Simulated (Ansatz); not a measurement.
## YSe (Fm-3m): from strained cells to moduli

```
CELL_PARAMETERS angstrom
0.00000 2.84533 2.84533
2.84533 0.00000 2.84533
2.84533 2.84533 0.00000
ATOMIC_POSITIONS crystal
Y 0.50000 0.50000 0.50000
Se 0.00000 0.00000 0.00000
```

Computed, not measured; unless marked otherwise by PBEsol, all-electron LAPW in Ansatz 0.2.0, scalar-relativistic. k mesh 14×14×14, Fermi-Dirac smearing of 0.050 eV, basis error target 0.5 meV/atom. The cell was relaxed by PAW under this functional.

The cell is cubic and carries a residual pressure of 0.00 GPa at this level. Each strain component that symmetry leaves independent is applied at ±0.008, the ions relax wherever a strain frees them, and the stress (tension positive, GPa) is read. Shears are engineering strains, γ = 2ε.

| strain | size | σxx | σyy | σzz | σyz | σxz | σxy |
| --- | --- | --- | --- | --- | --- | --- | --- |
| xx | -0.008 | -1.8375 | -0.1681 | -0.1681 | 0.0000 | 0.0000 | 0.0000 |
| xx | +0.008 | 1.6696 | 0.1685 | 0.1685 | 0.0000 | 0.0000 | 0.0000 |
| yz | -0.008 | 0.0015 | 0.0011 | 0.0011 | -0.1043 | 0.0000 | 0.0000 |
| yz | +0.008 | 0.0015 | 0.0011 | 0.0011 | 0.1043 | 0.0000 | 0.0000 |

A central difference gives one constant, for example C11 ≈ (1.6696 − (-1.8375))/(0.016) = 219.2 GPa; the program then imposes the crystal's symmetry on the whole matrix.

Q: What are the independent elastic constants?

A: C11 = 219.2, C12 = 21.0, C44 = 13.0 GPa.

Q: Do they meet the Born conditions?

A: C11 − C12 = 198.2, C11 + 2C12 = 261.3 and C44 = 13.0 GPa must all be positive, so the crystal is elastically stable; that says nothing yet of its phonons.

Q: What moduli does a random aggregate of grains have?

A: B = (C11 + 2C12)/3 = 87.1 GPa. G_V = (C11 − C12 + 3C44)/5 = 47.5 and G_R = 5(C11 − C12)C44/(4C44 + 3(C11 − C12)) = 20.0, so G_H = 33.7 GPa. Then E = 9BG/(3B + G) = 89.6 GPa, ν = (3B − 2G)/(6B + 2G) = 0.329 and B/G = 2.58, on the ductile side of Pugh's 1.75 (a rule of thumb).

Q: With the density of 6.051 g/cm³, how fast does sound travel, and what Debye temperature follows?

A: 

| direction | slow (m/s) | middle (m/s) | fast (m/s) |
| --- | --- | --- | --- |
| [100] | 1468 | 1468 | 6019 |
| [110] | 1468 | 4047 | 4691 |
| [111] | 3411 | 3411 | 4155 |

The mean of v⁻³ over directions and branches gives v_m = 2334 m/s and θ_D = (ħ/k_B) v_m (6π²n)^(1/3) = 244 K, n being atoms per volume. Young's modulus spans 37 to 216 GPa over directions, and the universal anisotropy index is 6.88.

Q: How far do the constants move if PAW replaces LAPW in the same cell?

A: 

```
constant  LAPW (GPa)  PAW (GPa)  difference
     C11       219.2      219.1        -0.1
     C12        21.0       21.1         0.1
     C44        13.0       13.0         0.0
```

Q: What happens at 5 GPa (cell relaxed there)?

A: The volume falls to 0.9498 of its value, and C11 = 274.4, C12 = 25.4, C44 = 12.9 GPa (slopes of the stress), in this structure whether or not another phase takes over.

Keep in mind: responses of metals move with mesh and smearing; the frozen-core PAW files of the compared runs were fitted under PBE, their cores solved anew for this functional.
